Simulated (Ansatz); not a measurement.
V (bcc, W type) is sheared across one {211} plane: the third cell vector gains the shift, so faults repeat every 7.2 Å. The cut lies between planes 1.21 Å apart; the cell height is held.

```
CELL_PARAMETERS angstrom
      2.56229     0.00000     0.00000
      0.00000     4.18421     0.00000
      0.00000     0.00000     7.24726
ATOMIC_POSITIONS crystal
  V  0.00000 0.00000 0.91667
  V  0.66667 0.50000 0.08333
  V  0.33333 0.00000 0.25000
  V  0.00000 0.50000 0.41667
  V  0.66667 0.00000 0.58333
  V  0.33333 0.50000 0.75000
```

In-plane vectors a = (2.562, 0.000) Å, b = (0.000, 4.184) Å, area 10.72 Å². The shift is s times the vector a (length 2.562 Å), so s = 1 restores the start. Atoms relax along the normal only. γ = [E(shift) − E(0)] / area.

The numbers are results of PBEsol (plane waves to 420 eV, PAW, scalar-relativistic; Ansatz, a first-principles code), not measurements. k mesh 15×9×6 (Γ-centred), Fermi-Dirac smearing 0.05 eV. Energies are extrapolated to zero smearing. With partly filled bands, the k mesh leaves noise in γ, roughly 0.02 J/m² as judged from a few cases. Faults lie only 7.2 Å apart, and holding the cell height raises γ above its relaxed value. V is run without spin polarisation. V was relaxed with its symmetry unable to fall. The zero of γ is zero shift. The last digit holds for this mesh only.

| s | γ (J/m²) |
|---|---|
| 0.000 | 0.00 |
| 0.083 | 0.08 |
| 0.167 | 0.28 |
| 0.250 | withheld |
| 0.333 | 0.71 |
| 0.417 | 0.84 |
| 0.500 | 0.87 |
| 0.583 | 0.80 |
| 0.667 | 0.68 |
| 0.750 | 0.50 |
| 0.833 | 0.28 |
| 0.917 | 0.08 |

Question: Fit a Fourier form (three harmonics of 1 − cos and sin) to the given rows and predict γ at s = 0.250.

Answer: Least squares on the 11 given rows: γ = (0.428)·[1 − cos(2πs)] + (0.009)·sin(2πs) + (0.035)·[1 − cos(4πs)] + (-0.010)·sin(4πs) + (0.006)·[1 − cos(6πs)] + (0.005)·sin(6πs), in J/m²; root-mean-square residual 0.002 J/m². At 0.250 the fit gives 0.51 J/m²; the calculation gives 0.53 J/m², so the interpolation is off by -0.02 (-3.8 %). 

(The slope of γ gives the shear force per area between the displaced halves; near zero shift its curvature is an elastic stiffness.)
